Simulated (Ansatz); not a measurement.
PtSb2 (space group Pa-3)

```
PtSb2
1.0
    6.55329     0.00000     0.00000
    0.00000     6.55329     0.00000
    0.00000     0.00000     6.55329
Sb Pt
8 4
Direct
  0.37490   0.12510   0.87490
  0.62510   0.87490   0.12510
  0.12510   0.87490   0.37490
  0.87490   0.12510   0.62510
  0.87490   0.37490   0.12510
  0.12510   0.62510   0.87490
  0.62510   0.62510   0.62510
  0.37490   0.37490   0.37490
  0.00000   0.50000   0.50000
  0.50000   0.50000   0.00000
  0.50000   0.00000   0.50000
  0.00000   0.00000   0.00000
```

All values below come from PBE (plane waves to 420 eV, PAW, scalar-relativistic; Ansatz, a quantum-chemistry and plane-wave program). Harmonic phonons by density-functional perturbation theory on a 6×6×6 k mesh, in cm⁻¹ and rounded to 5; i marks imaginary ones, q is in fractions of the reciprocal vectors of the cell shown, and the three acoustic modes at Γ are left out. At this level the bands of PtSb2 touch or barely overlap; measurements give the solid a gap. PtSb2 is run without spin polarisation. PtSb2 was relaxed with its symmetry unable to fall. Spin-orbit coupling is left out, though Pt and Sb are heavy.

Q: Is the structure dynamically stable at Γ?

A: No imaginary mode at these points (lowest 70 cm⁻¹ at Γ); other wave vectors were not tested.

Q: List the wavenumbers at Γ, with degeneracies.

A: 
| q | wavenumbers (cm⁻¹) |
|---|---|
| Γ | 70, 70 (×3), 85 (×2), 110 (×3), 120, 125 (×3), 125 (×2), 135 (×3), 165 (×3), 170 (×3), 170, 175 (×2), 175 (×3), 185 (×3) |
